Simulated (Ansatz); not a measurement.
InAs (zinc blende)

```
CELL_PARAMETERS angstrom
      0.00000     6.10911     6.10911
      3.05455     0.00000     3.05455
      3.05455     3.05455     0.00000
ATOMIC_POSITIONS crystal
  As 0.37500 0.75000 0.75000
  As 0.87500 0.75000 0.75000
  In 0.00000 0.00000 0.00000
  In 0.50000 0.00000 0.00000
```

In this cell atom 4 (In, nearest neighbour As at 2.645 Å; its periodic images, 4.3 Å or more away, move with it) is moved by s towards the nearest neighbour, unit vector (0.577, -0.577, 0.577); all other atoms and the cell stay fixed.

Calculation: r2SCAN (plane waves to 500 eV, PAW, scalar-relativistic; Ansatz, a program for electronic structure). k mesh 4×8×8 (Γ-centred), Fermi-Dirac smearing 0.05 eV. E stands for the smeared free energy. F∥ is the force on the atom along that direction. InAs was relaxed with its symmetry unable to fall. ΔE is measured from the undisplaced structure.

| s (Å) | F∥ (eV/Å) | ΔE (eV/cell) |
|---|---|---|
| -0.260 | [?] | 0.189 |
| -0.208 | 1.091 | [?] |
| -0.156 | 0.892 | 0.076 |
| -0.104 | 0.647 | 0.036 |
| -0.052 | [?] | 0.009 |
| 0.000 | 0.000 | 0.000 |
| 0.052 | -0.418 | 0.011 |
| 0.104 | -0.909 | 0.045 |
| 0.156 | -1.483 | [?] |
| 0.208 | -2.150 | 0.201 |
| 0.260 | -2.927 | 0.332 |

Question: What belongs in the gaps?

Answer: 
- -0.260, F∥ (eV/Å): 1.250
- -0.208, ΔE (eV/cell): 0.128
- -0.052, F∥ (eV/Å): 0.352
- 0.156, ΔE (eV/cell): 0.107

(A displaced cell: forces are minus the slopes of the energy, force constants its curvatures, and phonons follow from these.)
